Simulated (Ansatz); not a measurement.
CdF$_{2}$ (fluorite, Fm-3m), PBEsol in the plane-wave PAW code Ansatz. The conduction-band minimum lies at Γ, with 1 equivalent valley. Second derivatives d²E/dk² of the lowest band at one valley (eV·Å²), along Cartesian directions:

| direction | d²E/dk² |
|---|---|
| [100] | 20.53 |
| [010] | 20.53 |
| [001] | 20.53 |
| [110] | 20.53 |
| [101] | 20.53 |
| [011] | 20.53 |

Task: Find the principal effective masses, the density-of-states mass and the conductivity mass.

Result: Off-diagonal terms follow from H_xy = H[110] − (H_xx + H_yy)/2, and m*/mₑ = 7.620 eV·Å² over each eigenvalue: 0.37, 0.37, 0.37. One valley's DOS mass (m₁m₂m₃)^(1/3) = 0.37, conductivity mass 3/(Σ 1/mᵢ) = 0.37 mₑ.

Task: What effective density of states Nc follows at 300 K for parabolic valleys?

Result: Nc = 2.509e19 × 1 × (0.37)^(3/2) ≈ 5.6e18 cm⁻³.

The cell was relaxed with PBEsol under the symmetry of its start. Scalar-relativistic: spin–orbit coupling is off unless named, which matters more the heavier the elements.

Potentials: the later of the program's two PAW sets.

Edges and masses are those of Kohn–Sham bands, whose gap is no quasiparticle gap.
